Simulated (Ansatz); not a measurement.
A trial structure of Mg2GeN3 was built thus: random cell by space group and Wyckoff sites (R-3m, No. 166). The dimensions are guesses.

Space group R-3m:H (No. 166). a = 4.393 Å, b = 4.393 Å, c = 18.348 Å, α = 90.00°, β = 90.00°, γ = 120.00°
```tsv
atom	site	symmetry	x	y	z
Mg	6c	3m	0.3333	0.6667	0.7757
Ge	3a	-3m	0.0000	0.0000	0.0000
N	6c	3m	0.6667	0.3333	0.6877
N	3b	-3m	0.6667	0.3333	0.8333
```

Level of theory: DFT PBE, scalar-relativistic, plane waves, PAW in Ansatz 0.2.0. Cutoff 420 eV, Gaussian smearing, Γ-centred meshes. Cell and atoms relax first on a coarse mesh, the cell is then made exact in the group found at 0.06 to 0.08 Å, and last on a converged mesh; the steps can't lower the symmetry of their start. No spin polarisation.

A guess keeps its type if space group and coordination stay and the shape of the cell changes little (axis ratios within about 15 %, angles within 6°); the volume may change.

Problem. Does it keep its structure type, or change into something else?

Solution. It doesn't keep its type. The symmetry stays R-3m (No. 166). The volume per atom shrinks by 38.5 %, from 17.0 to 10.5 Å³. The shortest distance goes from 2.00 Å (Mg–Ge) to 2.06 Å (Ge–N). The ratio c/a of the conventional cell changes by a factor of 1.89. Counting neighbours within 15 % of an atom's shortest distance, the start has Ge 2, Mg 1, N 7/8 and the end Ge 6, Mg 6, N 3/6. In detail, at the end Mg has 3 N at 2.13 Å, 3 N at 2.39 Å and 1 Ge at 2.74 Å; Ge has 6 N at 2.06 Å and 2 Mg at 2.74 Å; N on a site of symmetry 3m has 3 Ge at 2.06 Å and 3 Mg at 2.39 Å; 1 more site not described.

Space group R-3m:H (No. 166). a = 3.024 Å, b = 3.024 Å, c = 23.812 Å, α = 90.00°, β = 90.00°, γ = 120.00°
| atom | site | symmetry | x | y | z |
| --- | --- | --- | --- | --- | --- |
| Mg | 6c | 3m | 0.3333 | 0.6667 | 0.7817 |
| Ge | 3a | -3m | 0.0000 | 0.0000 | 0.0000 |
| N | 6c | 3m | 0.6667 | 0.3333 | 0.7129 |
| N | 3b | -3m | 0.6667 | 0.3333 | 0.8333 |

The zero of energy is the elements' standard structures at the same level (N₂ as a molecule); no fitted shifts are applied.

Problem. At what energy does it end?

Solution. −0.07 eV/atom.

The last run used a 12×12×12 mesh for its 6-atom cell and Gaussian smearing of 0.10 eV. An odd number of electrons in the primitive cell allows no gap without spin; a larger cell or a magnetic state could open one. The cell is a metal run without spin; a magnetic state may lie lower. A structure relaxed within its symmetry needn't be a true minimum. Another cell of the same search, in P-3m1, lies 158 meV/atom lower, so this cell isn't the stable form at this level.

In counts of neighbours, a slash parts the counts of unlike sites.
